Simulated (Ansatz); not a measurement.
A relaxation computed with Ansatz, from input to last step.

```yaml
crystal:
  lattice:
    - [7.0392074753, 0.0, 0.0]
    - [0.0, 7.0392074753, 0.0]
    - [0.0, 0.0, 6.56066654]
  atoms:
    - { symbol: Si, position: [0.2689559765, 0.0, 0.1192296571] }
    - { symbol: Si, position: [0.0, 0.7310440235, 0.8807703429] }
    - { symbol: Si, position: [0.0, 0.2689559765, 0.8807703429] }
    - { symbol: Si, position: [0.7310440235, 0.0, 0.1192296571] }
    - { symbol: Si, position: [0.0, 0.0, 0.5] }
    - { symbol: O, position: [0.1891045497, 0.0, 0.3540745295] }
    - { symbol: O, position: [0.0, 0.8108954503, 0.6459254705] }
    - { symbol: O, position: [0.0, 0.1891045497, 0.6459254705] }
    - { symbol: O, position: [0.8108954503, 0.0, 0.3540745295] }
    - { symbol: O, position: [0.1895050563, 0.1895050563, 0.0] }
    - { symbol: O, position: [0.1895050563, 0.8104949437, 0.0] }
    - { symbol: O, position: [0.8104949437, 0.1895050563, 0.0] }
    - { symbol: O, position: [0.8104949437, 0.8104949437, 0.0] }
    - { symbol: O, position: [0.5, 0.0, 0.1212878353] }
    - { symbol: O, position: [0.0, 0.5, 0.8787121647] }
basis:
  ecutwfc: 500
kpoints:
  mp_grid: { grid: [4, 4, 4] }
hamiltonian:
  xc: r2scan
scf:
  occupations: { method: gaussian, width: 0.02 }
output:
  forces: true
  stress: true
  eigenvalues: true
relax:
  adjacent_minimum: "off"
  f_tol: 0.01
  max_steps: 30
  cell: { stress_tol: 0.1, fix: [volume] }
```

```bash
ansatz run input.yaml --threads 4 --pin off --max-ram 10240MiB --backend cpu --events-out ev --progress --plain --runs-dir out
```

Computed with Ansatz 0.2.0, DFT r2SCAN, scalar-relativistic, plane waves, PAW.

The volume is held at 1.06 times that of the relaxed cell.

Of 6 frames 5 are shown, positions in Å and forces in eV/Å; the SCF threshold varies from step to step. Steps run on the plane waves of an earlier cell, with a Pulay correction in the pressure. The basis is chosen afresh for the last frame, the zero of the energies, and at times for earlier ones too; energy and pressure can step there, also at an unchanged geometry. Where two frames share a geometry here, they differ by under 2 meV/atom and 0.3 GPa.

```xyz
15
Lattice="7.0392 0.0000 0.0000 0.0000 7.0392 0.0000 0.0000 0.0000 6.5607" Properties=species:S:1:pos:R:3:forces:R:3 pbc="T T T" step=1 free_energy_over_end_meV_per_atom=1.51 pressure_GPa=-5.68
Si    1.8932    0.0000    0.7822   -0.0862    0.0000   -0.0255
Si    0.0000    5.1460    5.7784    0.0000    0.0862    0.0255
Si    0.0000    1.8932    5.7784    0.0000   -0.0862    0.0255
Si    5.1460    0.0000    0.7822    0.0862    0.0000   -0.0255
Si    0.0000    0.0000    3.2803    0.0000    0.0000    0.0000
O     1.3311    0.0000    2.3230   -0.2170    0.0000   -0.1651
O     0.0000    5.7081    4.2377    0.0000    0.2170    0.1651
O     0.0000    1.3311    4.2377    0.0000   -0.2170    0.1651
O     5.7081    0.0000    2.3230    0.2170    0.0000   -0.1651
O     1.3340    1.3340    0.0000   -0.2167   -0.2167    0.0000
O     1.3340    5.7052    0.0000   -0.2167    0.2167    0.0000
O     5.7052    1.3340    0.0000    0.2167   -0.2167    0.0000
O     5.7052    5.7052    0.0000    0.2167    0.2167    0.0000
O     3.5196    0.0000    0.7957    0.0000    0.0000   -0.0007
O     0.0000    3.5196    5.7649    0.0000    0.0000    0.0007
15
Lattice="7.0381 0.0000 0.0000 0.0000 7.0381 0.0000 0.0000 0.0000 6.5627" Properties=species:S:1:pos:R:3:forces:R:3 pbc="T T T" step=2 free_energy_over_end_meV_per_atom=0.70 pressure_GPa=-5.44
Si    1.8912    0.0000    0.7822   -0.0237    0.0000   -0.0090
Si    0.0000    5.1469    5.7805    0.0000    0.0237    0.0090
Si    0.0000    1.8912    5.7805    0.0000   -0.0237    0.0090
Si    5.1469    0.0000    0.7822    0.0237    0.0000   -0.0090
Si    0.0000    0.0000    3.2814    0.0000    0.0000    0.0000
O     1.3262    0.0000    2.3202   -0.1513    0.0000   -0.1229
O     0.0000    5.7119    4.2425    0.0000    0.1513    0.1229
O     0.0000    1.3262    4.2425    0.0000   -0.1513    0.1229
O     5.7119    0.0000    2.3202    0.1513    0.0000   -0.1229
O     1.3294    1.3294    0.0000   -0.1438   -0.1438    0.0000
O     1.3294    5.7087    0.0000   -0.1438    0.1438    0.0000
O     5.7087    1.3294    0.0000    0.1438   -0.1438    0.0000
O     5.7087    5.7087    0.0000    0.1438    0.1438    0.0000
O     3.5190    0.0000    0.7957    0.0000    0.0000    0.0038
O     0.0000    3.5190    5.7671    0.0000    0.0000   -0.0038
15
Lattice="7.0346 0.0000 0.0000 0.0000 7.0346 0.0000 0.0000 0.0000 6.5693" Properties=species:S:1:pos:R:3:forces:R:3 pbc="T T T" step=3 free_energy_over_end_meV_per_atom=0.01 pressure_GPa=-4.92
Si    1.8888    0.0000    0.7827   -0.0137    0.0000   -0.0143
Si    0.0000    5.1458    5.7867    0.0000    0.0137    0.0143
Si    0.0000    1.8888    5.7867    0.0000   -0.0137    0.0143
Si    5.1458    0.0000    0.7827    0.0137    0.0000   -0.0143
Si    0.0000    0.0000    3.2847    0.0000    0.0000    0.0000
O     1.3148    0.0000    2.3133   -0.0142    0.0000    0.0074
O     0.0000    5.7197    4.2560    0.0000    0.0142   -0.0074
O     0.0000    1.3148    4.2560    0.0000   -0.0142   -0.0074
O     5.7197    0.0000    2.3133    0.0142    0.0000    0.0074
O     1.3202    1.3202    0.0000    0.0108    0.0108    0.0000
O     1.3202    5.7143    0.0000    0.0108   -0.0108    0.0000
O     5.7143    1.3202    0.0000   -0.0108    0.0108    0.0000
O     5.7143    5.7143    0.0000   -0.0108   -0.0108    0.0000
O     3.5173    0.0000    0.7972    0.0000    0.0000    0.0116
O     0.0000    3.5173    5.7721    0.0000    0.0000   -0.0116
15
Lattice="7.0348 0.0000 0.0000 0.0000 7.0348 0.0000 0.0000 0.0000 6.5689" Properties=species:S:1:pos:R:3:forces:R:3 pbc="T T T" step=4 free_energy_over_end_meV_per_atom=0.00 pressure_GPa=-4.93
Si    1.8886    0.0000    0.7825    0.0008    0.0000   -0.0011
Si    0.0000    5.1462    5.7864    0.0000   -0.0008    0.0011
Si    0.0000    1.8886    5.7864    0.0000    0.0008    0.0011
Si    5.1462    0.0000    0.7825   -0.0008    0.0000   -0.0011
Si    0.0000    0.0000    3.2844    0.0000    0.0000    0.0000
O     1.3142    0.0000    2.3133    0.0058    0.0000   -0.0140
O     0.0000    5.7206    4.2556    0.0000   -0.0058    0.0140
O     0.0000    1.3142    4.2556    0.0000    0.0058    0.0140
O     5.7206    0.0000    2.3133   -0.0058    0.0000   -0.0140
O     1.3208    1.3208    0.0000    0.0035    0.0035    0.0000
O     1.3208    5.7140    0.0000    0.0035   -0.0035    0.0000
O     5.7140    1.3208    0.0000   -0.0035    0.0035    0.0000
O     5.7140    5.7140    0.0000   -0.0035   -0.0035    0.0000
O     3.5174    0.0000    0.7980    0.0000    0.0000    0.0078
O     0.0000    3.5174    5.7709    0.0000    0.0000   -0.0078
15
Lattice="7.0343 0.0000 0.0000 0.0000 7.0343 0.0000 0.0000 0.0000 6.5698" Properties=species:S:1:pos:R:3:forces:R:3 pbc="T T T" step=6 free_energy_over_end_meV_per_atom=0.00 pressure_GPa=-4.93
Si    1.8885    0.0000    0.7824    0.0000    0.0000   -0.0003
Si    0.0000    5.1458    5.7874    0.0000    0.0000    0.0003
Si    0.0000    1.8885    5.7874    0.0000    0.0000    0.0003
Si    5.1458    0.0000    0.7824    0.0000    0.0000   -0.0003
Si    0.0000    0.0000    3.2849    0.0000    0.0000    0.0000
O     1.3138    0.0000    2.3129   -0.0001    0.0000    0.0005
O     0.0000    5.7205    4.2569    0.0000    0.0001   -0.0005
O     0.0000    1.3138    4.2569    0.0000   -0.0001   -0.0005
O     5.7205    0.0000    2.3129    0.0001    0.0000    0.0005
O     1.3211    1.3211    0.0000   -0.0001   -0.0001    0.0000
O     1.3211    5.7132    0.0000   -0.0001    0.0001    0.0000
O     5.7132    1.3211    0.0000    0.0001   -0.0001    0.0000
O     5.7132    5.7132    0.0000    0.0001    0.0001    0.0000
O     3.5172    0.0000    0.7994    0.0000    0.0000    0.0001
O     0.0000    3.5172    5.7704    0.0000    0.0000   -0.0001
```

The run took 56 s on 4 threads of Oxide Virtual Turin-like Processor (Zen 5) (shared host), peak memory 1.4 GiB.